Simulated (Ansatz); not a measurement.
Start of a relaxation of InH3:

```yaml
crystal:
  lattice:
    - [3.05017, 0.00000, 0.00000]
    - [-1.52509, 2.64153, 0.00000]
    - [0.00000, 0.00000, 5.33971]
  atoms:
    - { symbol: In, position: [0.00000, 0.00000, 0.50000] }
    - { symbol: H, position: [0.50000, 0.00000, 0.00000] }
    - { symbol: H, position: [0.00000, 0.50000, 0.00000] }
    - { symbol: H, position: [0.50000, 0.50000, 0.00000] }
```

Computed with DFT PBE, scalar-relativistic, plane waves, PAW in Ansatz 0.2.0. Cutoff 420 eV, Gaussian smearing, Γ-centred meshes. Cell and atoms relax first on a coarse mesh and then on a finer one. In between, the cell is made exact in the group found at 0.06 Å. In metals the finer mesh still leaves noise of several meV/atom or more. The steps can't lower the symmetry of their start. No spin polarisation.

A guess keeps its type if space group and coordination stay and the shape of the cell changes little (axis ratios within about 15 %, angles within 6°); the volume may change.

Task: Will the relaxed cell still be of the starting type?

Result: It keeps its type. The symmetry stays P6/mmm (No. 191). The volume per atom shrinks by 10.5 %, from 10.8 to 9.6 Å³. The shortest distance goes from 1.53 Å (H–H) to 1.49 Å (H–H). The ratio c/a of the conventional cell changes by a factor of 0.96. Counting neighbours within 15 % of an atom's shortest distance, the start has H 4, In 18 and the end H 4, In 18.

The zero of energy is the elements' standard structures at the same level (H₂ as a molecule); no fitted shifts are applied.

Task: At what energy does it end?

Result: +0.79 eV/atom. It can't be a ground state, since the elements alone are lower.

The last run used an 18×18×10 mesh (in the run's order of axes) for its 4-atom cell and Gaussian smearing of 0.10 eV. No dispersion correction is applied, so the spacing and binding between layers, chains or molecules are poorly described. With hydrogen, zero-point motion can shift formation energies by some tens of meV/atom. Symmetry constrained the relaxation, so the result can be a saddle point.
